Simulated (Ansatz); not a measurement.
CaTiO3:
Space group R3c, hexagonal axes (No. 161); a = 5.458 Å, b = 5.458 Å, c = 13.601 Å, α = 90.00°, β = 90.00°, γ = 120.00°

| atom | site | symmetry | x | y | z |
|---|---|---|---|---|---|
| Ca | 6a | 3. | 0.0000 | 0.0000 | 0.2788 |
| Ti | 6a | 3. | 0.0000 | 0.0000 | 0.0178 |
| O | 18b | 1 | 0.0957 | 0.3361 | 0.0846 |
(The calculation used a cell of 10 atoms; values per cell refer to that cell.)

Relaxed with PBE.

Q: Which orbitals make up the states near the band edges in DFT-PBE in the program Ansatz with PAW potentials?

A: Top 1 eV of the valence band: O 2p 93 %. Bottom 1 eV of the conduction band: Ti 3d 82 %, O 2p 14 %. Projections are on Löwdin-orthogonalised atomic valence shells; empty p or d shells of many metals are not among them.

Q: Tabulate the density of states.

A: States/eV per cell of 10 atoms, in 0.25 eV bins, energy from the valence-band maximum.

| E (eV) | total | O 2p | Ti 3d | Ca 4s |
|---|---|---|---|---|
| -4.20 | 0.00 | 0.00 | 0.00 | 0.00 |
| -3.95 | 5.67 | 4.09 | 0.98 | 0.11 |
| -3.70 | 11.08 | 7.97 | 2.13 | 0.25 |
| -3.45 | 9.66 | 6.95 | 2.20 | 0.14 |
| -3.20 | 8.34 | 6.11 | 1.83 | 0.09 |
| -2.95 | 9.30 | 7.09 | 1.70 | 0.11 |
| -2.70 | 10.78 | 8.60 | 1.61 | 0.07 |
| -2.45 | 11.81 | 9.77 | 1.44 | 0.05 |
| -2.20 | 7.20 | 5.86 | 0.97 | 0.05 |
| -1.95 | 6.00 | 4.90 | 0.78 | 0.04 |
| -1.70 | 6.50 | 5.53 | 0.60 | 0.05 |
| -1.45 | 7.48 | 6.50 | 0.55 | 0.07 |
| -1.20 | 6.50 | 5.81 | 0.38 | 0.04 |
| -0.95 | 9.78 | 8.87 | 0.52 | 0.04 |
| -0.70 | 13.01 | 11.92 | 0.63 | 0.04 |
| -0.45 | 10.94 | 10.28 | 0.31 | 0.03 |
| -0.20 | 9.35 | 8.97 | 0.12 | 0.02 |
| 0.05 | 0.62 | 0.60 | 0.01 | 0.00 |
| 0.30 | 0.00 | 0.00 | 0.00 | 0.00 |
| 0.55 | 0.00 | 0.00 | 0.00 | 0.00 |
| 0.80 | 0.00 | 0.00 | 0.00 | 0.00 |
| 1.05 | 0.00 | 0.00 | 0.00 | 0.00 |
| 1.30 | 0.00 | 0.00 | 0.00 | 0.00 |
| 1.55 | 0.00 | 0.00 | 0.00 | 0.00 |
| 1.80 | 0.00 | 0.00 | 0.00 | 0.00 |
| 2.05 | 0.00 | 0.00 | 0.00 | 0.00 |
| 2.30 | 0.00 | 0.00 | 0.00 | 0.00 |
| 2.55 | 0.00 | 0.00 | 0.00 | 0.00 |
| 2.80 | 0.00 | 0.00 | 0.00 | 0.00 |
| 3.05 | 2.93 | 0.30 | 2.54 | 0.00 |
| 3.30 | 5.88 | 0.69 | 4.97 | 0.02 |
| 3.55 | 7.45 | 1.09 | 6.03 | 0.03 |
| 3.80 | 6.55 | 1.12 | 5.13 | 0.04 |
| 4.05 | 11.18 | 2.06 | 8.59 | 0.09 |
| 4.30 | 13.28 | 2.55 | 9.95 | 0.24 |
| 4.55 | 0.73 | 0.14 | 0.54 | 0.01 |
| 4.80 | 0.00 | 0.00 | 0.00 | 0.00 |
| 5.05 | 0.00 | 0.00 | 0.00 | 0.00 |
| 5.30 | 2.20 | 0.27 | 1.59 | 0.01 |
| 5.55 | 4.59 | 0.61 | 3.22 | 0.02 |
| 5.80 | 4.05 | 0.61 | 2.73 | 0.02 |
| 6.05 | 3.34 | 0.58 | 2.08 | 0.02 |
| 6.30 | 2.54 | 0.46 | 1.38 | 0.08 |
| 6.55 | 5.22 | 0.75 | 1.99 | 0.17 |
| 6.80 | 6.04 | 0.77 | 1.75 | 0.27 |
| 7.05 | 9.46 | 0.83 | 1.39 | 0.50 |
| 7.30 | 10.61 | 0.92 | 1.30 | 0.54 |
| 7.55 | 14.08 | 1.31 | 1.78 | 0.58 |
| 7.80 | 13.31 | 0.87 | 0.93 | 0.39 |

The start of the workflow was typed in or built on a structure type; neither database checked (COD, Materials Project) lists it. COD files the formula under space group No. 11, 62, 65, 140, 221, so this cell is another polymorph or a model. Whether it is the stable phase at ambient conditions was not checked. The PBE relaxation kept the symmetry of its start; its stability against distortions is not shown here. The workflow began spin-polarised and lost its moments.

Potentials: the later of the program's two PAW sets.
